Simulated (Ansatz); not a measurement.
CuI (wurtzite, space group No. 186), the program Ansatz at the LDA level (PAW). The conduction-band minimum lies at Γ, with 1 equivalent valley. Second derivatives d²E/dk² of the lowest band at one valley (eV·Å²), along Cartesian directions:

```json
[
 {"direction": "[100]", "d²E/dk²": "51.77"},
 {"direction": "[010]", "d²E/dk²": "51.77"},
 {"direction": "[001]", "d²E/dk²": "59.44"},
 {"direction": "[110]", "d²E/dk²": "51.77"},
 {"direction": "[101]", "d²E/dk²": "55.64"},
 {"direction": "[011]", "d²E/dk²": "55.64"}
]
```

Find the principal effective masses, the density-of-states mass and the conductivity mass.

Off-diagonal terms follow from H_xy = H[110] − (H_xx + H_yy)/2, and m*/mₑ = 7.620 eV·Å² over each eigenvalue: 0.13, 0.15, 0.15. One valley's DOS mass (m₁m₂m₃)^(1/3) = 0.14, conductivity mass 3/(Σ 1/mᵢ) = 0.14 mₑ.

What effective density of states Nc follows at 300 K for parabolic valleys?

Nc = 2.509e19 × 1 × (0.14)^(3/2) ≈ 1.3e18 cm⁻³.

With the computed static dielectric constant 7.42 (mean of the diagonal), estimate a hydrogenic donor's binding energy and radius.

E = 13.606 eV × 0.14/7.42² ≈ 35 meV; a = 0.529 Å × ε/m* ≈ 28 Å. Semilocal masses tend to be too small where the gap is.

Space group P6_3mc (wurtzite). The first step of the workflow began from a Materials Project structure, measured or hypothetical; the Crystallography Open Database files this formula in space group No. 186, but the cells were not matched. It is not the phase usual at ambient conditions (space group No. 216). Symmetry was held in the LDA relaxation; phonons on a q-mesh show no instability. The run is not spin-polarised. Spin–orbit coupling is left out wherever it is not named.

Potentials: the later of the program's two PAW sets.
